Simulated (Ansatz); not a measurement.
LuSi2 in space group P6/mmm (No. 191; Lu on 1a, Si on 2d) at seven volumes, the program Ansatz at the PBEsol level (PAW), shape and atoms relaxed at each. One row is withheld.

```csv
V (Å³/atom),P (GPa)
15.938,10.82
16.463,6.53
16.989,3.02
17.514,0.00
18.040,-2.55
18.565,?
19.090,-6.61
```

Fit the shown pressures and predict the withheld one.

P = (3/2)B₀(x^(7/2) − x^(5/2))[1 + (3/4)(B′ − 4)(x − 1)] with x = (V₀/V)^(2/3). Least squares on the six rows gives V₀ = 17.513 Å³/atom, B₀ = 92.7 GPa, B′ = 4.48. At V = 18.565, x = 0.9619 and P = -4.75 GPa. The run itself gave -4.81 GPa.

The workflow started from an entry of the Crystallography Open Database (COD). Whether it is the stable phase at ambient conditions was not checked. The cell was relaxed with PBEsol under the symmetry of its start. At this level the phase is mechanically unstable. Spin–orbit coupling is left out wherever it is not named.

Potentials: the later of the program's two PAW sets.
